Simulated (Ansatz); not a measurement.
Zn (hcp, Mg type)

```
CELL_PARAMETERS angstrom
      2.62220     0.00000     0.00000
     -1.31110     2.27089     0.00000
      0.00000     0.00000     5.19319
ATOMIC_POSITIONS crystal
  Zn 0.33333 0.66667 0.75000
  Zn 0.66667 0.33333 0.25000
```

The slice is a (1 -1 0 0) plane (indices of the conventional cell) through the point (0.333, 0.667, 0.750) (fractional), spanned by u = [110] and v = [001] in vectors of this cell: u (2.62 Å) and v (5.19 Å, at 90° to u). It covers one period; positions are fractions (u, v).

Calculation: PBE (plane waves to 420 eV, PAW, scalar-relativistic; Ansatz, a first-principles code). k mesh 20×20×9. Inside the PAW spheres the values are not all-electron values, and peaks at nuclei hang on which shells count as valence. The PAW data are Ansatz's earlier set. Zn was relaxed with its symmetry unable to fall.

Three fields on this plane, each scaled to ten steps between its own extremes (0 low, 9 high; the total valence density on a logarithmic scale, the potential cut 8 eV below its top; x marks points blanked near nuclei; v = 0 in the bottom row):

Map A
```
|xxxxxxx353xxxxxx|
|xxxxxx13531xxxxx|
|xxxxxx14541xxxxx|
|xxxxx0245420xxxx|
|xxxx012343210xxx|
|xx0001233321000x|
|0000111111111000|
|1111111111111111|
|2222211111112222|
|4433221000122334|
|5554211000112455|
|77642100x0012467|
|886421xxxxx12468|
|98631xxxxxxx1368|
|98631xxxxxxx1368|
|99631xxxxxxx1369|
|98631xxxxxxx1368|
|98631xxxxxxx1368|
|886421xxxxx12468|
|77642100x0012467|
|5554211000112455|
|4433221000122334|
|2222211111112222|
|1111111111111111|
|0000111111111000|
|xx0001233321000x|
|xxxx012343210xxx|
|xxxxx0245420xxxx|
|xxxxxx14541xxxxx|
|xxxxxx13531xxxxx|
|xxxxxxx353xxxxxx|
|xxxxxxx353xxxxxx|
```

Map B
```
|xxxxxxx767xxxxxx|
|xxxxxx86568xxxxx|
|xxxxxx75457xxxxx|
|xxxxx7533357xxxx|
|xxxx753212357xxx|
|xx7642100012467x|
|4442210000012244|
|2211100000001112|
|1111010111010111|
|1111122222221111|
|1122344555443221|
|22345678x8765432|
|344578xxxxx87544|
|45568xxxxxxx8655|
|55679xxxxxxx9765|
|55689xxxxxxx9865|
|55679xxxxxxx9765|
|45568xxxxxxx8655|
|344578xxxxx87544|
|22345678x8765432|
|1122344555443221|
|1111122222221111|
|1111010111010111|
|2211100000001112|
|4442210000012244|
|xx7642100012467x|
|xxxx753212357xxx|
|xxxxx7533357xxxx|
|xxxxxx75457xxxxx|
|xxxxxx86568xxxxx|
|xxxxxxx767xxxxxx|
|xxxxxxx767xxxxxx|
```

Map C
```
|xxxxxxx555xxxxxx|
|xxxxxx26662xxxxx|
|xxxxxx56765xxxxx|
|xxxxx3678763xxxx|
|xxxx367898763xxx|
|xx1467899987641x|
|6667789999987766|
|7788899999998887|
|9999998888899999|
|9999887777788999|
|9998776555677899|
|99876531x1356789|
|987651xxxxx15678|
|88763xxxxxxx3678|
|87650xxxxxxx0567|
|87650xxxxxxx0567|
|87650xxxxxxx0567|
|88763xxxxxxx3678|
|987651xxxxx15678|
|99876531x1356789|
|9998776555677899|
|9999887777788999|
|9999998888899999|
|7788899999998887|
|6667789999987766|
|xx1467899987641x|
|xxxx367898763xxx|
|xxxxx3678763xxxx|
|xxxxxx56765xxxxx|
|xxxxxx26662xxxxx|
|xxxxxxx555xxxxxx|
|xxxxxxx555xxxxxx|
```

### Question
Assign the maps to these fields: electron localisation function (ELF); valence electron density; electrostatic potential energy of an electron, from the cell's mean.

### Answer
A is the electron localisation function (ELF); B is the valence electron density; C is the electrostatic potential energy of an electron, from the cell's mean.
